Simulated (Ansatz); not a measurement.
## Ansatz 0.2.0, vacancy hop by nudged elastic band: HfO2

Launch command:

```bash
ansatz run input.yaml --threads 4 --pin off --max-ram 8192MiB --backend cpu --events-out ev --progress --plain --runs-dir out
```

input.yaml:

```yaml
crystal:
  lattice:
    - [10.323802, 0.0, 0.0]
    - [0.0, 5.230182, 0.0]
    - [-0.866025, 0.0, 5.258593]
  atoms:
    - { symbol: O, position: [0.22489356, 0.75616851, 0.48234876] }
    - { symbol: O, position: [0.27544525, 0.2515348, 0.02167755] }
    - { symbol: O, position: [0.27951234, 0.24159404, 0.52005477] }
    - { symbol: O, position: [0.23034173, 0.73708677, 0.97550047] }
    - { symbol: Hf, position: [0.13686746, 0.03967615, 0.20155615] }
    - { symbol: Hf, position: [0.3612645, 0.53633354, 0.29009175] }
    - { symbol: Hf, position: [0.36295016, 0.96099484, 0.78917182] }
    - { symbol: Hf, position: [0.13931334, 0.46351438, 0.7058831] }
    - { symbol: O, position: [0.03441128, 0.33801965, 0.34183142] }
    - { symbol: O, position: [0.46108989, 0.83695167, 0.15525508] }
    - { symbol: O, position: [0.4651001, 0.67511362, 0.64860779] }
    - { symbol: O, position: [0.03876153, 0.16670119, 0.84457032] }
    - { symbol: O, position: [0.72449153, 0.75393941, 0.47332498] }
    - { symbol: O, position: [0.77719916, 0.25720538, 0.02108108] }
    - { symbol: O, position: [0.77440021, 0.2442844, 0.51894229] }
    - { symbol: O, position: [0.72411996, 0.74174007, 0.9768984] }
    - { symbol: Hf, position: [0.64080569, 0.04057026, 0.20919271] }
    - { symbol: Hf, position: [0.86589234, 0.54000154, 0.29411493] }
    - { symbol: Hf, position: [0.86298062, 0.95715406, 0.79628342] }
    - { symbol: Hf, position: [0.63806705, 0.45587348, 0.71498625] }
    - { symbol: O, position: [0.53689423, 0.33713035, 0.34735177] }
    - { symbol: O, position: [0.96458444, 0.66234057, 0.65800562] }
    - { symbol: O, position: [0.53935402, 0.1697745, 0.84510111] }
kpoints:
  mp_grid: { grid: [2, 3, 3] }
magnetization:
  spin_polarized: false
scf:
  occupations: { method: fermi_dirac, width: 0.1 }
hamiltonian:
  pseudopotentials: { kind: paw }
  xc: pbe
basis:
  ecutwfc: 420
neb:
  images: 5
  relax_end_points: true
  climbing: true
  f_tol: 0.1
  max_iterations: 40
  order_check: false
  final_atoms:
    - { symbol: O, position: [0.22489356, 0.75616851, 0.48234876] }
    - { symbol: O, position: [0.27544525, 0.2515348, 0.02167755] }
    - { symbol: O, position: [0.27951234, 0.24159404, 0.52005477] }
    - { symbol: O, position: [0.23034173, 0.73708677, 0.97550047] }
    - { symbol: Hf, position: [0.13686746, 0.03967615, 0.20155615] }
    - { symbol: Hf, position: [0.3612645, 0.53633354, 0.29009175] }
    - { symbol: Hf, position: [0.36295016, 0.96099484, 0.78917182] }
    - { symbol: Hf, position: [0.13931334, 0.46351438, 0.7058831] }
    - { symbol: O, position: [0.03441128, 0.33801965, 0.34183142] }
    - { symbol: O, position: [0.46108989, 0.83695167, 0.15525508] }
    - { symbol: O, position: [0.4651001, 0.67511362, 0.64860779] }
    - { symbol: O, position: [-0.03607594, -0.16599217, 1.14858597] }
    - { symbol: O, position: [0.72449153, 0.75393941, 0.47332498] }
    - { symbol: O, position: [0.77719916, 0.25720538, 0.02108108] }
    - { symbol: O, position: [0.77440021, 0.2442844, 0.51894229] }
    - { symbol: O, position: [0.72411996, 0.74174007, 0.9768984] }
    - { symbol: Hf, position: [0.64080569, 0.04057026, 0.20919271] }
    - { symbol: Hf, position: [0.86589234, 0.54000154, 0.29411493] }
    - { symbol: Hf, position: [0.86298062, 0.95715406, 0.79628342] }
    - { symbol: Hf, position: [0.63806705, 0.45587348, 0.71498625] }
    - { symbol: O, position: [0.53689423, 0.33713035, 0.34735177] }
    - { symbol: O, position: [0.96458444, 0.66234057, 0.65800562] }
    - { symbol: O, position: [0.53935402, 0.1697745, 0.84510111] }
```

Origin of the cell: a database entry, scaled a little.

The cell is 2×1×1 cells of HfO2 with one O taken out; atom 12 (O) hops into the empty site, 2.58 Å away before the end points are relaxed. All atoms were shaken by about 0.02 Å first.

Output (shortened):

```
SCF iter   1: F=—  HF=-134321.873244 eV  Δρ=5.03e-3  dr2=1.63e-1  defer=23
SCF iter   2: F=—  HF=-134321.848311 eV  Δρ=2.75e-3  dr2=4.87e-2  defer=30
SCF iter   3: F=—  HF=-134321.839594 eV  Δρ=1.69e-3  dr2=1.09e-2  defer=30
[… 3 lines left out …]
SCF iter   7: F=—  HF=-134321.837193 eV  Δρ=4.37e-5  dr2=6.06e-6  defer=78
SCF iter   8: F=—  HF=-134321.837195 eV  Δρ=2.40e-5  dr2=1.62e-6  defer=78
SCF iter   9: F=-134321.837195 eV  HF=-134321.837195 eV  Δρ=4.78e-6  dr2=8.50e-8
NEB iter   1: max|band force component| = 9.684e0 eV/Å  barrier→ = 5.7377 eV  barrier← = 5.7377 eV  Δτ_max = 0.1847 Å  (71 SCF iters)
NEB iter   2: max|band force component| = 1.629e0 eV/Å  barrier→ = 3.2847 eV  barrier← = 3.2848 eV  Δτ_max = 0.0553 Å  (51 SCF iters)
NEB iter   3: max|band force component| = 7.731e-1 eV/Å  barrier→ = 3.0209 eV  barrier← = 3.0209 eV  Δτ_max = 0.0413 Å  (43 SCF iters)
NEB iter   4: max|band force component| = 2.088e-1 eV/Å  barrier→ = 2.9228 eV  barrier← = 2.9229 eV  CI = image 3  Δτ_max = 0.0452 Å  (43 SCF iters)
NEB iter   5: max|band force component| = 1.937e-1 eV/Å  barrier→ = 2.8885 eV  barrier← = 2.8885 eV  CI = image 3  Δτ_max = 0.1620 Å  (43 SCF iters)
NEB iter   6: max|band force component| = 4.154e-1 eV/Å  barrier→ = 2.7728 eV  barrier← = 2.7729 eV  CI = image 3  Δτ_max = 0.0827 Å  (48 SCF iters)
NEB iter   7: max|band force component| = 4.864e-1 eV/Å  barrier→ = 2.6636 eV  barrier← = 2.6636 eV  CI = image 3  Δτ_max = 0.0825 Å  (46 SCF iters)
NEB iter   8: max|band force component| = 5.017e-1 eV/Å  barrier→ = 2.5291 eV  barrier← = 2.5292 eV  CI = image 3  Δτ_max = 0.1607 Å  (43 SCF iters)
NEB iter   9: max|band force component| = 4.652e-1 eV/Å  barrier→ = 2.2821 eV  barrier← = 2.2821 eV  CI = image 3  Δτ_max = 0.1626 Å  (48 SCF iters)
NEB iter  10: max|band force component| = 3.299e-1 eV/Å  barrier→ = 2.1915 eV  barrier← = 2.1916 eV  CI = image 3  Δτ_max = 0.0284 Å  (43 SCF iters)
NEB iter  11: max|band force component| = 1.301e-1 eV/Å  barrier→ = 2.1639 eV  barrier← = 2.1640 eV  CI = image 3  Δτ_max = 0.0324 Å  (38 SCF iters)
NEB iter  12: max|band force component| = 1.141e-1 eV/Å  barrier→ = 2.1526 eV  barrier← = 2.1527 eV  CI = image 3  Δτ_max = 0.0170 Å  (38 SCF iters)
NEB iter  13: max|band force component| = 9.332e-2 eV/Å  barrier→ = 2.1484 eV  barrier← = 2.1484 eV  CI = image 3  Δτ_max = 0.0000 Å  (35 SCF iters)
--- NEB band (7 images, 13 band iterations, 590 SCF iterations, 96 more in tests of the images' electronic states and relaxations of end points) ---
  forward barrier  = 2.148403 eV
  backward barrier = 2.148443 eV
  lagrangian_above_aufbau_ev (what the smearing adds, to first order; not taken off the barriers): saddle image -0.004526 eV, end points -0.000339 and -0.000336 eV
  climbing image's point = of an order that was not read
  energies are F+E_penalty+E_count in eV, relative to image 0
  image     s (Å)  Δ vs image 0  max|band force component| (eV/Å)
      0    0.0000      0.000000                                 —
      1    0.7027      0.333113                          3.014e-2
      2    1.4051      1.558832                          6.220e-2
  *   3    2.1072      2.148403                          9.332e-2
      4    2.8101      1.557568                          6.270e-2
      5    3.5133      0.330730                          2.950e-2
      6    4.2169     -0.000040                                 —
```

The converged band:

```
image  path over all atoms (Å)  ΔF (eV)    O x      y  z (Å)
    0                     0.00    0.000  -0.38   0.86   4.48
    1                     0.70    0.333  -0.49   0.88   4.68
    2                     1.41    1.559  -0.64   0.51   4.95
    3                     2.11    2.148  -0.86   0.00   5.25
    4                     2.81    1.558  -1.07  -0.51   5.57
    5                     3.51    0.331  -1.22  -0.88   5.83
    6                     4.22    0.000  -1.33  -0.86   6.03
```

Highest image (3), forces in eV/Å:

```xyz
23
Lattice="10.324 0.000 0.000 0.000 5.230 0.000 -0.866 0.000 5.259" Properties=species:S:1:pos:R:3:forces:R:3 pbc="T T T" image=3
O     1.986    4.076    2.670   -0.053   -0.015    0.003
O     2.687    1.343    0.195    0.002    0.018    0.024
O     2.360    1.473    2.919   -0.009   -0.019   -0.002
O     1.531    3.947    5.297    0.015   -0.020   -0.022
Hf    1.298    0.327    1.366   -0.004    0.053    0.084
Hf    3.496    2.857    1.613    0.011    0.020    0.005
Hf    3.050    5.064    4.253    0.007    0.022   -0.023
Hf    0.714    2.632    3.860   -0.083    0.016   -0.093
O    -0.207    1.367    2.438    0.011   -0.012   -0.032
O     4.742    4.289    0.782   -0.021   -0.030   -0.007
O     4.339    3.584    3.430   -0.020    0.001   -0.005
O    -0.856   -0.001    5.255    0.000    0.000    0.000
O     7.118    3.755    2.332    0.009    0.020    0.001
O     7.947    1.282   -0.046   -0.015    0.020    0.022
O     7.492    1.153    2.581    0.053    0.014   -0.003
O     6.791    3.886    5.057   -0.002   -0.018   -0.023
Hf    6.428    0.165    0.998   -0.007   -0.022    0.023
Hf    8.765    2.597    1.391    0.083   -0.015    0.093
Hf    8.180    4.902    3.885    0.004   -0.054   -0.083
Hf    5.983    2.372    3.638   -0.011   -0.019   -0.004
O     5.139    1.645    1.822    0.020   -0.002    0.005
O     9.685    3.863    2.813   -0.011    0.012    0.032
O     4.736    0.940    4.469    0.021    0.030    0.007
```

Barrier of this path: 2.15 eV forwards, 2.15 eV backwards, after 13 band iterations.

Caveats: no moments, though an odd count or open d shells may carry them; no spin-orbit coupling, though heavy elements are present; the k mesh is coarse if the cell is a metal; a small cell with a neutral vacancy and no spin, whose shape can make like sites unlike; the cell is held at a rescaled volume, and strain moves barriers; the hop was drawn among near neighbours and need not be the easiest path; few images and a loose tolerance, and neither the top nor the ends were tested for their order.

The run took 39 min on 4 threads of Arm Neoverse V1, on a shared host, peak memory 3.1 GiB, from the program's own first density.
